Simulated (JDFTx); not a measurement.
An input for JDFTx (a modified build) (Rh(100), CANDLE, water, 1 M NaCl; bohr, hartree) and the course of its log:

```
lattice \
  5.0856823471 0.0000000000 0.0000000000 \
  0.0000000000 5.0856823471 0.0000000000 \
  0.0000000000 0.0000000000 44.5975365412
coords-type Lattice
ion Rh 0.0000000000 0.0000000000 -0.1612699150 0
ion Rh 0.5000000000 0.5000000000 -0.0806349580 0
ion Rh 0.0000000000 0.0000000000 0.0000000000 0
ion Rh 0.5000000000 0.5000000000 0.0806349580 0
ion Rh 0.0000000000 0.0000000000 0.1612699150 0
ion-species pseudo/rh_pbe_v1.4.upf
elec-cutoff 20 100
elec-ex-corr gga-PBE
coulomb-interaction Slab 001
coulomb-truncation-embed 0 0 0
kpoint-folding 8 8 1
elec-smearing Fermi 0.01
elec-n-bands 50
electronic-scf nIterations 100 energyDiffThreshold 1e-08
fluid LinearPCM
pcm-variant CANDLE
fluid-solvent H2O
fluid-cation Na+ 1
fluid-anion Cl- 1
fluid-minimize nIterations 400 knormThreshold 1e-11
wavefunction read vac.wfns
elec-initial-eigenvals vac.eigenvals
dump-name f0.$VAR
dump End State Ecomponents EigStats BandEigs Forces ElecDensity IonicPositions Fillings Kpoints Dtot FluidDebug BoundCharge FluidDensity
```

```
[one cycle in 5 is shown, and the last three; fluid-solver lines are left out]
	FillingsUpdate:  mu: -0.176888225  nElectrons: 75.000000
SCF: Cycle:  0   F: -407.812248757453972   dF: +4.651e-05   |Residual|: 1.602e-03   |deigs|: 1.550e-04
	FillingsUpdate:  mu: -0.174583179  nElectrons: 75.000000
SCF: Cycle:  5   F: -407.812326671638175   dF: -6.872e-06   |Residual|: 3.219e-04   |deigs|: 5.400e-04
	FillingsUpdate:  mu: -0.173508348  nElectrons: 75.000000
SCF: Cycle: 10   F: -407.812329381962400   dF: -6.922e-08   |Residual|: 8.534e-05   |deigs|: 2.570e-04
	FillingsUpdate:  mu: -0.173465044  nElectrons: 75.000000
SCF: Cycle: 15   F: -407.812329251390224   dF: -8.288e-07   |Residual|: 1.041e-04   |deigs|: 1.869e-04
	FillingsUpdate:  mu: -0.173491607  nElectrons: 75.000000
SCF: Cycle: 20   F: -407.812329377083756   dF: +3.902e-08   |Residual|: 5.728e-05   |deigs|: 2.904e-05
	FillingsUpdate:  mu: -0.173470637  nElectrons: 75.000000
SCF: Cycle: 25   F: -407.812329443365343   dF: -4.431e-08   |Residual|: 1.820e-05   |deigs|: 3.025e-05
	FillingsUpdate:  mu: -0.173458432  nElectrons: 75.000000
SCF: Cycle: 30   F: -407.812329420094102   dF: +2.335e-08   |Residual|: 2.873e-05   |deigs|: 4.731e-05
	FillingsUpdate:  mu: -0.173454787  nElectrons: 75.000000
SCF: Cycle: 35   F: -407.812329432437195   dF: +1.254e-08   |Residual|: 3.352e-05   |deigs|: 2.108e-05
	FillingsUpdate:  mu: -0.173467374  nElectrons: 75.000000
SCF: Cycle: 40   F: -407.812329445049102   dF: +2.901e-10   |Residual|: 2.176e-05   |deigs|: 8.624e-06
	FillingsUpdate:  mu: -0.173454480  nElectrons: 75.000000
SCF: Cycle: 45   F: -407.812329425433745   dF: +2.002e-08   |Residual|: 2.476e-05   |deigs|: 1.177e-05
	FillingsUpdate:  mu: -0.173461188  nElectrons: 75.000000
SCF: Cycle: 50   F: -407.812329373963223   dF: +7.316e-08   |Residual|: 6.536e-05   |deigs|: 8.828e-06
	FillingsUpdate:  mu: -0.173464763  nElectrons: 75.000000
SCF: Cycle: 55   F: -407.812329449151662   dF: -2.916e-10   |Residual|: 4.963e-06   |deigs|: 2.798e-06
	FillingsUpdate:  mu: -0.173452764  nElectrons: 75.000000
SCF: Cycle: 60   F: -407.812329370154032   dF: +7.382e-08   |Residual|: 5.789e-05   |deigs|: 1.414e-05
	FillingsUpdate:  mu: -0.173451247  nElectrons: 75.000000
SCF: Cycle: 65   F: -407.812329439252096   dF: -7.880e-08   |Residual|: 1.943e-05   |deigs|: 8.821e-06
	FillingsUpdate:  mu: -0.173447743  nElectrons: 75.000000
SCF: Cycle: 70   F: -407.812329366520032   dF: +7.263e-08   |Residual|: 5.122e-05   |deigs|: 2.091e-05
	FillingsUpdate:  mu: -0.173479523  nElectrons: 75.000000
SCF: Cycle: 75   F: -407.812329319480227   dF: +1.201e-07   |Residual|: 8.202e-05   |deigs|: 2.388e-05
	FillingsUpdate:  mu: -0.173475637  nElectrons: 75.000000
SCF: Cycle: 80   F: -407.812329433057869   dF: -1.484e-07   |Residual|: 2.704e-05   |deigs|: 8.800e-06
	FillingsUpdate:  mu: -0.173464100  nElectrons: 75.000000
SCF: Cycle: 85   F: -407.812329449001652   dF: -1.472e-08   |Residual|: 7.675e-06   |deigs|: 9.929e-06
	FillingsUpdate:  mu: -0.173461973  nElectrons: 75.000000
SCF: Cycle: 90   F: -407.812329446959154   dF: -1.407e-08   |Residual|: 8.515e-06   |deigs|: 1.317e-05
	FillingsUpdate:  mu: -0.173465561  nElectrons: 75.000000
SCF: Cycle: 95   F: -407.812329441872009   dF: +6.838e-09   |Residual|: 2.264e-05   |deigs|: 1.581e-06
	FillingsUpdate:  mu: -0.173476452  nElectrons: 75.000000
SCF: Cycle: 97   F: -407.812329432486081   dF: -1.883e-07   |Residual|: 2.842e-05   |deigs|: 1.181e-05
	FillingsUpdate:  mu: -0.173463610  nElectrons: 75.000000
SCF: Cycle: 98   F: -407.812329447412424   dF: -1.493e-08   |Residual|: 1.000e-05   |deigs|: 1.263e-05
	FillingsUpdate:  mu: -0.173459382  nElectrons: 75.000000
SCF: Cycle: 99   F: -407.812329408989967   dF: +3.842e-08   |Residual|: 4.363e-05   |deigs|: 4.901e-06
SCF: None of the convergence criteria satisfied after 100 iterations.
IonicMinimize: Iter:   0  F: -407.812329408989967  |grad|_K:  0.000e+00
IonicMinimize: Converged (|grad|_K<1.000000e-04).
```

This run gave no converged result. The loop ran out of cycles short of its threshold. It has stalled and not diverged: the last ten energies span 2e-07 Ha, so the total is near its end, but levels, forces and charges aren't shown converged.
